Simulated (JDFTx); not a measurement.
Part of a log of a modified build of JDFTx for formate, CHO2 (SMILES O=C[O-]), charge -1, multiplicity 1 (PBE, GBRV ultrasoft potentials, plane waves to 20/100 Ha):

```
unit cell volume = 7549.17
Chosen fftbox size, S = [  96  96  80  ]
unit cell volume = 7549.17
Chosen fftbox size, S = [  90  84  72  ]
  'O' pseudopotential, 'SLA  PW   PBE  PBE' functional
  6 valence electrons, 2 orbitals, 5 projectors, 737 radial grid points, with lMax = 2
  'C' pseudopotential, 'SLA  PW   PBE  PBE' functional
  4 valence electrons, 2 orbitals, 4 projectors, 721 radial grid points, with lMax = 1
  'H' pseudopotential, 'SLA  PW   PBX  PBC' functional
  1 valence electrons, 1 orbitals, 2 projectors, 615 radial grid points, with lMax = 0
Initialized 3 species with 4 total atoms.
Folded 1 k-points by 1x1x1 to 1 k-points.
nElectrons:  18.000000   nBands: 9   nStates: 1
average nbasis = 32301.000 , ideal nbasis = 32250.638
Correction to mu due to finite nuclear width = -0.00223434
   Cavity determined by nc: 0.00142 and sigma: 0.707107
   Nonlocal vdW cavity from gaussian model electron density with norm = 8 and sigma = 0.993594 bohr
   Charge asymmetry in cavity with sensitivity pCavity = 36.5 e-bohr/Eh
   Electrostatic cavity expanded by eta = 1.46 bohrs
   Weighted density cavitation model constrained by Nbulk: 0.0049383 bohr^-3, Pvap: 3.14029 kPa, Rvdw: 2.61727 bohr and sigmaBulk: 4.62e-05 Eh/bohr^2 at T: 298 K.
   Weighted density dispersion model using vdW pair potentials with single solvent site with sqrtC6eff: 0.77 SI.
[...]
	Linear fluid (dielectric constant: 78.4, screening length: 8.12261 Bohr) occupying 0.898377 of unit cell:	Completed after 17 iterations
[... later lines of the fluid solver are left out ...]
ElecMinimize: Iter:   0  Etot: -38.611302825564799  |grad|_K:  1.101e-04  alpha:  1.000e+00
ElecMinimize: Iter:   1  Etot: -38.615851328687036  |grad|_K:  9.072e-05  alpha:  1.287e+00  linmin: -7.307e-03
[... lines cut ...]
ElecMinimize: Iter:   3  Etot: -38.620101061232482  |grad|_K:  7.759e-07  alpha:  7.422e-01  linmin: -2.485e-03
ElecMinimize: Iter:   4  Etot: -38.620101180969733  |grad|_K:  4.648e-07  alpha:  6.866e-01  linmin: -2.626e-02
ElecMinimize: Iter:   5  Etot: -38.620101235731006  |grad|_K:  2.984e-07  alpha:  8.331e-01  linmin: -5.097e-02
ElecMinimize: Iter:   6  Etot: -38.620101237321194  |grad|_K:  4.432e-07  alpha:  3.623e-01  linmin:  2.726e-02
ElecMinimize: Converged (|Delta Etot|<1.000000e-07 for 2 iters).

# Energy components:
   A_diel =       -0.0743080933104561
   Eewald =       13.0655265509863661
       EH =       48.2960993480934349
     Eloc =     -114.4415572903169931
      Enl =        5.3529316337433945
      Exc =       -9.6620858721429705
 Exc_core =        0.1637742855099821
       KE =       18.6817525397905371
  MuShift =       -0.0022343396744976
-------------------------------------
     Etot =      -38.6201012373211938

IonicMinimize: Iter:   4  Etot: -38.620101237321194  |grad|_K:  2.206e-04  alpha:  1.000e+00  linmin: -4.498e-01
IonicMinimize: Converged (|grad|_K<4.000000e-04).

	eMin: -0.966828 at state 0 ( [ +0.000000 +0.000000 +0.000000 ] spin 0 )
	HOMO: -0.235896 at state 0 ( [ +0.000000 +0.000000 +0.000000 ] spin 0 )
```

Task: Which solvation model was used?
A) CANDLE
B) soft-sphere model
C) SaLSA
D) SCCS (cation parameters)

Result: A, CANDLE. The liquid was water (dielectric constant 78.4), 0.5 M NaF.
